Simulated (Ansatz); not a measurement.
Input file for Ansatz (an electronic-structure program):

Ansatz 0.2 input:
```yaml
crystal:
  lattice:
    - [5.8890697189, 0.0, 0.0]
    - [0.0, 5.8890697189, 0.0]
    - [0.0, 0.0, 3.3896193395]
  atoms:
    - { symbol: B, position: [0.3227334953, 0.6772665047, 0.0] }
    - { symbol: B, position: [0.6772665047, 0.3227334953, 0.0] }
    - { symbol: B, position: [0.8227334953, 0.8227334953, 0.5] }
    - { symbol: B, position: [0.1772665047, 0.1772665047, 0.5] }
    - { symbol: As, position: [0.3186210245, 0.3186210245, 0.0] }
    - { symbol: As, position: [0.6813789755, 0.6813789755, 0.0] }
    - { symbol: As, position: [0.1813789755, 0.8186210245, 0.5] }
    - { symbol: As, position: [0.8186210245, 0.1813789755, 0.5] }
kpoints:
  mp_grid: { grid: [4, 4, 7] }
  band_path:
    path:
      - [[0.0, 0.0, 0.0], [0.0, 0.5, 0.0], [0.5, 0.5, 0.0], [0.0, 0.0, 0.0], [0.0, 0.0, 0.5], [0.0, 0.5, 0.5], [0.5, 0.5, 0.5], [0.0, 0.0, 0.5]]  # Γ-X-M-Γ-Z-R-A-Z
      - [[0.0, 0.5, 0.0], [0.0, 0.5, 0.5]]  # X-R
      - [[0.5, 0.5, 0.0], [0.5, 0.5, 0.5]]  # M-A
      - [VBM, CBM]
    npoints: 8
basis: { xc_grid: 2 }
hamiltonian:
  xc: pbe
  pseudopotentials: { azcp: { folder: ./paw }, kind: paw_fr }
magnetization: { noncollinear: true, spin_orbit: true }
scf:
  n_extra_bands: 16
  convergence: { dr2_threshold: 0.0000000001 }
  occupations: { method: gaussian, width: 0.01 }
checkpoint: { write: soc.run }
output: { eigenvalues: true }
```

Output (shortened):

```
Pseudopotential: B, paw, valence charge 3
Pseudopotential: As, paw, valence charge 15
Functional definition: PBE
non-collinear run that drives no moment, with spin-orbit …
Crystal: 8 atoms, lattice volume = 117.556 Å³
Basis set: ecut = 420 eV, 2271 PW (Γ), exchange–correlation on 80×80×48 points (8 copies of the dense FFT grid, shifted against one another)
Bands: 88, of which v1, the nominal top of the filled ones, is band 72 counted from 1 (71 counted from 0)
Symmetry: 16 space group operations + 16 with time reversal
k-points: 24 of 112
Projection manifold: j_resolved (fully-relativistic pseudo-atomic orbitals)
SCF iter   1: F=—  HF=-20050.480555 eV  |F-HF|=—  |Δ(HF+E_count)|=         —  Δρ=7.31e-2  dr2=8.48e0  dr2_m=0.00e0 (ungated)  ethr=3.10e-3  |M|=0.00e0 ∫|m|=0.00e0 μB  |m|>n=0.0e0 m-floor=0.0e0 τ_xc=0.0e0  β_m=0.30  ⟨swp⟩=6.2  Hψ=4650  notcnv=0  defer=18
preconditioner: auto → Resta (q_TF=auto, 2.514 Å⁻¹)
spin=Noncollinear: Resta preconditioning applied to the charge; magnetization (m_x, m_y, m_z) channels mix plain (no charge-response kernel on spin).
SCF iter   2: F=—  HF=-20048.958941 eV  |F-HF|=—  |Δ(HF+E_count)|=    1.52e0  Δρ=4.73e-2  dr2=3.41e0  dr2_m=0.00e0 (ungated)  ethr=3.10e-3  |M|=0.00e0 ∫|m|=0.00e0 μB  |m|>n=0.0e0 m-floor=0.0e0 τ_xc=0.0e0  β_m=0.55  ⟨swp⟩=2.9  Hψ=1574  notcnv=0  defer=234
SCF iter   3: F=—  HF=-20048.013278 eV  |F-HF|=—  |Δ(HF+E_count)|=   9.46e-1  Δρ=1.08e-2  dr2=1.70e-1  dr2_m=0.00e0 (ungated)  ethr=3.10e-3  |M|=0.00e0 ∫|m|=0.00e0 μB  |m|>n=0.0e0 m-floor=0.0e0 τ_xc=0.0e0  β_m=0.69  ⟨swp⟩=3.1  Hψ=1477  notcnv=0  defer=234
SCF iter   4: F=—  HF=-20047.995663 eV  |F-HF|=—  |Δ(HF+E_count)|=   1.76e-2  Δρ=3.19e-3  dr2=1.86e-2  dr2_m=0.00e0 (ungated)  ethr=2.36e-4  |M|=0.00e0 ∫|m|=0.00e0 μB  |m|>n=0.0e0 m-floor=0.0e0 τ_xc=0.0e0  β_m=0.66  ⟨swp⟩=3.2  Hψ=2037  notcnv=0  defer=240
SCF iter   5: F=—  HF=-20047.996107 eV  |F-HF|=—  |Δ(HF+E_count)|=   4.45e-4  Δρ=1.33e-3  dr2=1.97e-3  dr2_m=0.00e0 (ungated)  ethr=2.59e-5  |M|=0.00e0 ∫|m|=0.00e0 μB  |m|>n=0.0e0 m-floor=0.0e0 τ_xc=0.0e0  β_m=0.83  ⟨swp⟩=2.4  Hψ=1889  notcnv=0  defer=240
SCF iter   6: F=—  HF=-20047.999266 eV  |F-HF|=—  |Δ(HF+E_count)|=   3.16e-3  Δρ=3.37e-4  dr2=1.16e-4  dr2_m=0.00e0 (ungated)  ethr=2.74e-6  |M|=0.00e0 ∫|m|=0.00e0 μB  |m|>n=0.0e0 m-floor=0.0e0 τ_xc=0.0e0  β_m=0.92  ⟨swp⟩=3.0  Hψ=1459  notcnv=0  defer=240
SCF iter   7: F=—  HF=-20047.999409 eV  |F-HF|=—  |Δ(HF+E_count)|=   1.43e-4  Δρ=5.25e-5  dr2=2.79e-6  dr2_m=0.00e0 (ungated)  ethr=1.60e-7  |M|=0.00e0 ∫|m|=0.00e0 μB  |m|>n=0.0e0 m-floor=0.0e0 τ_xc=0.0e0  β_m=0.96  ⟨swp⟩=2.9  Hψ=1827  notcnv=0  defer=240
SCF iter   8: F=—  HF=-20047.999408 eV  |F-HF|=—  |Δ(HF+E_count)|=   1.29e-6  Δρ=1.03e-5  dr2=1.59e-7  dr2_m=0.00e0 (ungated)  ethr=3.88e-9  |M|=0.00e0 ∫|m|=0.00e0 μB  |m|>n=0.0e0 m-floor=0.0e0 τ_xc=0.0e0  β_m=0.98  ⟨swp⟩=2.9  Hψ=1909  notcnv=0  defer=240
SCF iter  11: F=-20047.999408 eV  HF=-20047.999408 eV  |F-HF|=5.09e-11  |Δ(HF+E_count)|=  5.86e-10  Δρ=1.36e-7  dr2=3.08e-11  dr2_m=0.00e0 (ungated)  ethr=1.00e-12  |M|=0.00e0 ∫|m|=0.00e0 μB  |m|>n=0.0e0 m-floor=0.0e0 τ_xc=0.0e0  ⟨swp⟩=11.0  Hψ=4558  notcnv=0
SCF 1 converged in 11 iterations: F = -20047.999408 eV  dr2 = 3.08e-11
NSCF: frozen V_eff on 40 k-points
NSCF: frozen V_eff on 40 k-points
NSCF: frozen V_eff on 40 k-points
NSCF: frozen V_eff on 34 k-points
NSCF: frozen V_eff on 18 k-points
NSCF: frozen V_eff on 7 k-points
NSCF: frozen V_eff on 13 k-points
NSCF: frozen V_eff on 13 k-points
NSCF: frozen V_eff on 13 k-points
NSCF: frozen V_eff on 8 k-points
NSCF: frozen V_eff on 84 k-points
SCF converged after 11 iterations
Magnetization: |M| = 0.0000 μB,  M = (+0.0000, +0.0000, +0.0000) μB
Absolute magnetization: 0.0000 μB (∫|m|)
  site 0: m = (+0.0000, +0.0000, +0.0000) μB, |m| = 0.0000 μB  (R = 0.85 Å)
  site 1: m = (+0.0000, +0.0000, +0.0000) μB, |m| = 0.0000 μB  (R = 0.85 Å)
  site 2: m = (+0.0000, +0.0000, +0.0000) μB, |m| = 0.0000 μB  (R = 0.85 Å)
  site 3: m = (+0.0000, +0.0000, +0.0000) μB, |m| = 0.0000 μB  (R = 0.85 Å)
  site 4: m = (+0.0000, +0.0000, +0.0000) μB, |m| = 0.0000 μB  (R = 0.85 Å)
  site 5: m = (+0.0000, +0.0000, +0.0000) μB, |m| = 0.0000 μB  (R = 0.85 Å)
  site 6: m = (+0.0000, +0.0000, +0.0000) μB, |m| = 0.0000 μB  (R = 0.85 Å)
  site 7: m = (+0.0000, +0.0000, +0.0000) μB, |m| = 0.0000 μB  (R = 0.85 Å)
Free energy (F): -20047.999408 eV
Harris-Foulkes:  -20047.999408 eV  (|F-HF|=5.09e-11)
Internal energy: -20047.999408 eV  (E = F + TS)
E sigma→0 (E₀):  -20047.999408 eV
Fermi energy:    10.175485 eV
--- Per-component energies (eV) ---
  E_band       = -943.471726
  E_kinetic    = 582.627245
  E_local      = -8257.411618  (includes V_loc(G=0)·N_el)
  E_nonlocal   = -1535.369199
  E_hartree    = 4590.194666
  E_xc         = -411.320348
  E_vxc        = -447.718652  (∫ρ·V_xc dr)
  E_paw        = -8371.252151  (= ΣΔE_a)
  E_vpaw       = -465.988719  (= ΣTr[D̂ρ^β])
  E_aug_tail   = -0.000011  (compensation charges beyond the density's cutoff)
  E_ewald      = -6645.467991
  E_smearing   =  0.000000  (= −TS)
  E_closure    = 0.000000  (closes the sum)
  Σ components = -20047.999408   (vs F -20047.999408, Δ=0.00e0)
  [band-id]    e_kinetic+e_local+e_nonlocal+2·e_hartree+e_vxc+e_vpaw+e_augmentation_tail = -943.471623   (vs E_band -943.471726, Δ=1.03e-4)
--- Band table (eV; the first three rows and the last of 24) ---
  k-point 0: bands = ["-26.5888", "-26.5888", "-26.5861", "-26.5861", "-26.5853", "-26.5853", "-26.5834", "-26.5834", "-26.5791", "-26.5791", "-26.5787", "-26.5787", "-26.5787", "-26.5787", "-26.5778", "-26.5778", "-25.8651", "-25.8651", "-25.8644", …
  k-point 1: bands = ["-26.5887", "-26.5887", "-26.5861", "-26.5861", "-26.5852", "-26.5852", "-26.5835", "-26.5835", "-26.5788", "-26.5788", "-26.5786", "-26.5786", "-26.5782", "-26.5782", "-26.5770", "-26.5770", "-25.8649", "-25.8649", "-25.8643", …
  k-point 2: bands = ["-26.5883", "-26.5883", "-26.5863", "-26.5863", "-26.5849", "-26.5849", "-26.5837", "-26.5837", "-26.5779", "-26.5779", "-26.5778", "-26.5778", "-26.5770", "-26.5770", "-26.5757", "-26.5757", "-25.8645", "-25.8645", "-25.8641", …
  k-point 23: bands = ["-26.5874", "-26.5874", "-26.5874", "-26.5874", "-26.5845", "-26.5845", "-26.5845", "-26.5845", "-26.5768", "-26.5768", "-26.5768", "-26.5768", "-26.5755", "-26.5755", "-26.5755", "-26.5755", "-25.8645", "-25.8645", "-25.8645", …
```

Cost: very roughly 7 core-minutes on shared cores.

Space group P4_2/mnm. The start of the workflow was typed in or built on a structure type; neither database checked (COD, Materials Project) lists it. It is not the phase usual at ambient conditions (space group No. 216). The PBE relaxation kept the symmetry of its start; its stability against distortions is not shown here.

Potentials: the earlier of the program's two PAW sets.

Ansatz is a plane-wave DFT program.
